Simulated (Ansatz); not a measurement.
TiO2:
```yaml
crystal:
  lattice:
    - [-1.88448, 1.88448, 4.78029]
    - [1.88448, -1.88448, 4.78029]
    - [1.88448, 1.88448, -4.78029]
  atoms:
    - { symbol: Ti, position: [0.00000, 0.00000, 0.00000] }
    - { symbol: Ti, position: [0.75000, 0.25000, 0.50000] }
    - { symbol: O, position: [0.95739, 0.45739, 0.50000] }
    - { symbol: O, position: [0.20739, 0.20739, 0.00000] }
    - { symbol: O, position: [0.79261, 0.79261, 0.00000] }
    - { symbol: O, position: [0.54261, 0.04261, 0.50000] }
```

This is the PBEsol-relaxed structure.

Question: All from PBEsol (plane waves, PAW; program Ansatz), unless another level is named. Predict the band gap.

Answer: 2.11 eV (indirect).

Question: Predict the electron effective mass.

Answer: 0.39, 0.39, 3.8 mₑ (principal values).

Question: And the HSE06 gap on the PBEsol cell?

Answer: 3.66 eV.

Question: Give the formation energy from the elements (no fitted shifts).

Answer: -3.08 eV/atom.

Space group I4_1/amd (anatase). The cell was relaxed with PBEsol under the symmetry of its start. No spin polarisation was allowed. The references are the lowest solids computed at this level, not always the standard phases (solids in place of the gases).

Potentials: the earlier of the program's two PAW sets. The files were generated under PBE; for other functionals the program regenerates the frozen cores, and for LDA and PBEsol the local potential too.
